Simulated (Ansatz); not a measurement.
PbI2 (CdI2 type)

```
CELL_PARAMETERS angstrom
      4.43966     0.00000     0.00000
     -2.21983     3.84486     0.00000
      0.00000     0.00000     6.74199
ATOMIC_POSITIONS crystal
  Pb 0.00000 0.00000 0.00000
  I  0.33333 0.66667 0.28024
  I  0.66667 0.33333 0.71976
```

The slice is a (-1 1 0 2) plane (indices of the conventional cell) through the point (0.000, 0.000, 0.000) (fractional), spanned by u = [110] and v = [1 -1 1] in vectors of this cell: u (4.44 Å) and v (10.23 Å, at 90° to u). It covers one period; positions are fractions (u, v).

Level of theory: PBEsol-D3(BJ) (plane waves to 420 eV, PAW, scalar-relativistic; Ansatz, a program for electronic structure). k mesh 9×9×5. Inside the PAW spheres the values are not all-electron values, and peaks at nuclei hang on which shells count as valence. PbI2 was relaxed with its symmetry unable to fall. Spin-orbit coupling is left out, though I and Pb are heavy. The PAW data are Ansatz's earlier set.

Task: Sketch the electrostatic potential energy of an electron, from the cell's mean on this plane as a map.

Result: 
```tsv
v \ u	0.00	0.20	0.40	0.60	0.80
0.88	<-1.0	3.0	6.0	6.0	3.0
0.75	x	<-1.0	6.3	6.3	<-1.0
0.62	x	<-1.0	6.6	6.6	<-1.0
0.50	6.4	6.9	7.2	7.2	6.9
0.38	x	<-1.0	6.6	6.6	<-1.0
0.25	x	<-1.0	6.3	6.3	<-1.0
0.12	<-1.0	3.0	6.0	6.0	3.0
0.00	x	x	4.6	4.6	x
```

Values: electrostatic potential energy of an electron, from the cell's mean, in eV. Points within 1 Å of a nucleus are blanked (x), as the pseudised field means little there. Values under -1 eV are set to -1. The zero, the cell's mean, hangs on the PAW cores.
